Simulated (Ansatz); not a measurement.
Cs2Pt3Se4:
Space group Fmmm (No. 69); a = 6.679 Å, b = 11.425 Å, c = 14.116 Å, α = β = γ = 90.00°

```csv
atom,site,symmetry,x,y,z
Cs,8i,mm2,0.0000,0.0000,0.3528
Pt,8e,..2/m,0.2500,0.2500,0.0000
Pt,4a,mmm,0.0000,0.0000,0.0000
Se,16m,m..,0.0000,0.1675,0.1111
```
(The calculation used a cell of 9 atoms; values per cell refer to that cell.)

Relaxed at zero pressure with r²SCAN (plane waves, PAW; program Ansatz).

**Question.** The volume is raised by 3 % and shape and atoms relax at that volume. What pressure results, and how do the axes share the change?

**Answer.** -0.5 GPa; a 0.4 %, b 0.3 %, c 2.3 %; the energy rises by 1 meV/atom.

**Question.** Give the new structure.

**Answer.** 
Space group Fmmm (No. 69); a = 6.7060 Å, b = 11.4598 Å, c = 14.4366 Å, α = 90.00°, β = 90.00°, γ = 90.00°

| atom | site | symmetry | x | y | z |
|---|---|---|---|---|---|
| Cs | 8i | mm2 | 0.0000 | 0.0000 | 0.3538 |
| Pt | 8e | ..2/m | 0.2500 | 0.2500 | 0.0000 |
| Pt | 4a | mmm | 0.0000 | 0.0000 | 0.0000 |
| Se | 16m | m.. | 0.0000 | 0.1675 | 0.1084 |

The phase is kept; no other phase was compared at this pressure.

The first step of the workflow began from a Materials Project structure, measured or hypothetical; the Crystallography Open Database copy checked does not list it. Its standing as an ambient phase is unchecked. The cell was relaxed with r²SCAN under the symmetry of its start; whether a distortion lowers the energy is not shown. The run is not spin-polarised. Scalar-relativistic: spin–orbit coupling is off unless named, which matters more the heavier the elements.

Potentials: the later of the program's two PAW sets.
